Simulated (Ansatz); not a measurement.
Consider the following.

InO:
```
CELL_PARAMETERS angstrom
      3.65044     0.00000     0.00000
     -1.82522     3.16138     0.00000
      0.00000     0.00000    11.00357
ATOMIC_POSITIONS crystal
  In 0.33333 0.66667 0.12477
  In 0.66667 0.33333 0.62477
  In 0.66667 0.33333 0.87523
  In 0.33333 0.66667 0.37523
  O  0.33333 0.66667 0.57659
  O  0.66667 0.33333 0.07659
  O  0.66667 0.33333 0.42341
  O  0.33333 0.66667 0.92341
```

This is the LDA-relaxed structure.

Q: All from DFT-LDA in the program Ansatz with PAW potentials, unless another level is named. Estimate the highest zone-centre frequency.

A: 464 cm⁻¹.

Q: And the Hill bulk and shear moduli?

A: 107 and 26.3 GPa.

Space group P6_3/mmc. A made-up cell: these elements were put on the sites of a structure type; neither database checked (COD, Materials Project) lists it. Its standing as an ambient phase is unchecked. The LDA relaxation kept the symmetry of its start; its stability against distortions is not shown here. As this level gives no gap, shear constants depend on the k-mesh and smearing (Fermi–Dirac, 0.1 eV here). As this level gives no gap, phonon frequencies hold no LO–TO term and depend on the k-mesh and smearing (Fermi–Dirac, 0.1 eV here).

Potentials: the earlier of the program's two PAW sets. The files were generated under PBE; for other functionals the program regenerates the frozen cores, and for LDA and PBEsol the local potential too.
